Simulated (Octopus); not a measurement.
Li$_{2}$S (Fm-3m, No. 225): conduction levels under hydrostatic strain

Li$_{2}$S (Fm-3m, No. 225), cubic lattice constant 5.670 Å. The cell is a database entry, not relaxed again.

Computed with Octopus (real-space grid): LDA, grid spacing about 0.17 Å, Γ-centred 6×6×6 k-mesh, Fermi-Dirac smearing of 0.01 eV, no spin polarisation, PseudoDojo 0.4 LDA potentials. The cell is scaled uniformly. Energies of the lowest empty band count from each cell's highest valence level among the special points, at Γ; they are Kohn-Sham values at fixed points of the zone. The level at L is left out: two levels cross there within the series.

```csv
a (Å),ln(V/V₀),Γ (eV),X (eV)
5.415,-0.1381,4.880,3.037
5.472,-0.1069,4.700,3.071
5.529,-0.0760,4.527,3.102
5.585,-0.0453,4.360,3.129
5.642,-0.0150,?,?
5.670,0.0000,4.122,3.163
5.727,0.0299,3.971,3.182
```

V₀ is the volume of the database cell.

**Question.** Fit each column by a quadratic in ln V through the rows shown. Give the volume deformation potentials dE/d ln V at the withheld row, and predict that row.

**Answer.** Fits: Γ: 4.122 −5.14 x +2.5 x²; X: 3.163 +0.69 x −1.7 x², with x = ln(V/V₀). At x = -0.0150 the slopes are −5.2 eV (Γ), +0.7 eV (X). Predicted against computed: 4.200 against 4.200 eV, 3.153 against 3.153 eV.

The lowest of these levels is that at X in all rows.
